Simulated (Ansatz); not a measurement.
An elastic tensor (GPa, Voigt order, standard axes) from plane-wave PAW LDA (Ansatz code):

```
      1     2     3     4     5     6
-  ----  ----  ----  ----  ----  ----
1   317  71.0  71.0   0.0   0.0   0.0
2  71.0   317  71.0   0.0   0.0   0.0
3  71.0  71.0   317   0.0   0.0   0.0
4   0.0   0.0   0.0  85.1   0.0   0.0
5   0.0   0.0   0.0   0.0  85.1   0.0
6   0.0   0.0   0.0   0.0   0.0  85.1
```

Q: Which of these materials gives this?
(A) W, bcc (W type)
(B) Te2Os, Pa-3 (Te on 8c, Os on 4a)
(C) HgSe, zinc blende
(D) Rb2InAgF6, Fm-3m (Rb on 8c, In on 4a, Ag on 4b, F on 24e)

A: B, Te2Os, Pa-3 (Te on 8c, Os on 4a)

The workflow started from an entry of the Crystallography Open Database (COD). Whether it is the stable phase at ambient conditions was not checked. Symmetry was held in the LDA relaxation; of distortions, only those at the zone centre were tested. The run is not spin-polarised. As this level gives no gap, shear constants depend on the k-mesh and smearing (Fermi–Dirac, 0.1 eV here). Scalar-relativistic: spin–orbit coupling is off unless named, which matters more the heavier the elements.

Potentials: the later of the program's two PAW sets.
